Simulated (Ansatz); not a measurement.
P:
```xyz
2
Lattice="0.0000 2.7165 2.7165 2.7165 0.0000 2.7165 2.7165 2.7165 0.0000" Properties=species:S:1:pos:R:3 pbc="T T T"
P      0.0000     0.0000     0.0000
P      1.3582     1.3582     1.3582
```

Relaxed with r²SCAN. Special points in fractions of this cell's reciprocal vectors: Γ (0.000, 0.000, 0.000); X (0.500, 0.000, 0.500); U (0.625, 0.250, 0.625); K (0.375, 0.375, 0.750); L (0.500, 0.500, 0.500); W (0.500, 0.250, 0.750).

Question: List the band energies nearest the Fermi level at these points for plane-wave PAW r²SCAN (Ansatz code).

Answer: In eV from the Fermi level; about four levels below and three above (degenerate sets whole), none deeper than 8.9 eV; … stands for higher levels left out; points with the same levels are listed once.

```json
[
 {"k": "Γ", "below": "-3.38 -0.19 -0.19 -0.19", "above": "6.43 …"},
 {"k": "X", "below": "-6.07 -6.07 -1.40 -1.40", "above": "6.08 6.08 …"},
 {"k": "U", "below": "-7.05 -5.69 -1.08", "above": "1.59 4.36 4.42"},
 {"k": "L", "below": "-4.69 -4.69 -2.54", "above": "1.15 1.15 6.00"},
 {"k": "W", "below": "-6.68 -6.68", "above": "1.55 1.55 2.46 2.46"}
]
```

Space group Fd-3m (diamond). The start of the workflow was typed in or built on a structure type; neither database checked (COD, Materials Project) lists it. It is not the phase usual at ambient conditions (space group No. 64). Symmetry was held in the r²SCAN relaxation. At this level the phase is mechanically unstable.

Potentials: the earlier of the program's two PAW sets.
